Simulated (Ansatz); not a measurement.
Ge:
```
CELL_PARAMETERS angstrom
      0.00000     7.73157     7.73157
      7.73157     0.00000     7.73157
      7.73157     7.73157     0.00000
ATOMIC_POSITIONS crystal
  Ge 0.00000 0.00000 0.00000
  Ge 0.25000 0.25000 0.25000
  Ge 0.97429 0.34190 0.34190
  Ge 0.90810 0.90810 0.27571
  Ge 0.34190 0.97429 0.34190
  Ge 0.90810 0.90810 0.90810
  Ge 0.34190 0.34190 0.34190
  Ge 0.90810 0.27571 0.90810
  Ge 0.34190 0.34190 0.97429
  Ge 0.27571 0.90810 0.90810
  Ge 0.88962 0.49530 0.49530
  Ge 0.13022 0.75470 0.36038
  Ge 0.49530 0.88962 0.11978
  Ge 0.75470 0.13022 0.75470
  Ge 0.11978 0.49530 0.49530
  Ge 0.75470 0.36038 0.75470
  Ge 0.49530 0.11978 0.88962
  Ge 0.36038 0.75470 0.13022
  Ge 0.49530 0.88962 0.49530
  Ge 0.36038 0.13022 0.75470
  Ge 0.11978 0.49530 0.88962
  Ge 0.75470 0.75470 0.13022
  Ge 0.49530 0.11978 0.49530
  Ge 0.75470 0.75470 0.36038
  Ge 0.88962 0.49530 0.11978
  Ge 0.13022 0.36038 0.75470
  Ge 0.49530 0.49530 0.88962
  Ge 0.75470 0.36038 0.13022
  Ge 0.88962 0.11978 0.49530
  Ge 0.13022 0.75470 0.75470
  Ge 0.49530 0.49530 0.11978
  Ge 0.36038 0.75470 0.75470
  Ge 0.11978 0.88962 0.49530
  Ge 0.75470 0.13022 0.36038
```

Relaxed with PBE. Special points in fractions of this cell's reciprocal vectors: Γ (0.000, 0.000, 0.000); X (0.500, 0.000, 0.500); U (0.625, 0.250, 0.625); K (0.375, 0.375, 0.750); L (0.500, 0.500, 0.500); W (0.500, 0.250, 0.750).

Task: List the band energies nearest the valence-band maximum at these points for DFT-PBE in the program Ansatz with PAW potentials.

Result: In eV from the valence-band maximum; about four levels below and three above (degenerate sets whole), none deeper than 8.9 eV; points with the same levels are listed once.

```
k                          below                above
-  -----------------------------  -------------------
Γ  -0.13 -0.13 -0.11 -0.11 -0.11  1.01 1.42 1.42 1.42
X        -0.32 -0.32 -0.31 -0.31  1.72 1.72 1.93 1.93
U        -0.34 -0.22 -0.22 -0.14       1.50 1.58 2.03
L   -0.29 -0.29 -0.17 -0.17 0.00       0.64 1.76 2.27
W        -0.40 -0.40 -0.17 -0.17  1.78 1.78 1.80 1.80
```

Space group Fd-3m. The workflow started from a Materials Project entry (that database holds measured and hypothetical structures alike). Its sites differ from those of the usual phase in this space group: another stacking or structure type. The PBE relaxation kept the symmetry of its start; its stability against distortions is not shown here. Spin–orbit coupling is left out wherever it is not named.

Potentials: the earlier of the program's two PAW sets.
